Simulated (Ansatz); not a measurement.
Single point in Ansatz 0.2.0 with r2SCAN, no spin polarisation. Cutoff 500 eV, PAW datasets, 7×7×7 Γ-centred k mesh, fermi-dirac filling (width 0.0742 eV).

Computed maps in the lattice plane spanned by a (left to right, 4.90 Å, 15 points from zero) and b (bottom to top, 4.90 Å, 15 points from zero), 90° apart, at height 0.000 along c. The fields are smooth PAW ones with compensation charges, not the true ones near nuclei.

Valence density. Digits on a logarithmic scale: 0 up to 0.03 e/Å³, each further digit a factor of 1.6, 9 from 1.3 e/Å³ up:
```
999632222223699
998532233223589
765333444433356
433334566543333
222346899864322
222458999985422
223469999996432
223469999996432
222458999985422
222346899864322
433334566543333
765333444433356
998532233223589
999632222223699
899742222224799
```

ELF. Ten even steps from '0' (0.01) to '9' (0.86):
```
489700122100798
999301233210399
873002444420037
100024433442000
001244444444210
112444311344421
223434100143432
223434100143432
112444311344421
001244444444210
100024433442000
873002444420037
999301233210399
489700122100798
049810122101894
```

Q: The cell is SrTl3. Which atoms lie within 0.2 Å of this plane, and where (fractions of a and b)?

A: Sr at (0.00, 0.00), Tl at (0.50, 0.50). The whole cell:
```
Sr Tl
1.0
     4.89944    0.00000    0.00000
     0.00000    4.89944    0.00000
     0.00000    0.00000    4.95766
Sr Tl
1 3
Direct
  0.00000 0.00000 0.00000
  0.50000 0.50000 0.00000
  0.00000 0.50000 0.50000
  0.50000 0.00000 0.50000
```

Origin: a known structure type with other elements, at an estimated volume, so it need not be a known compound.
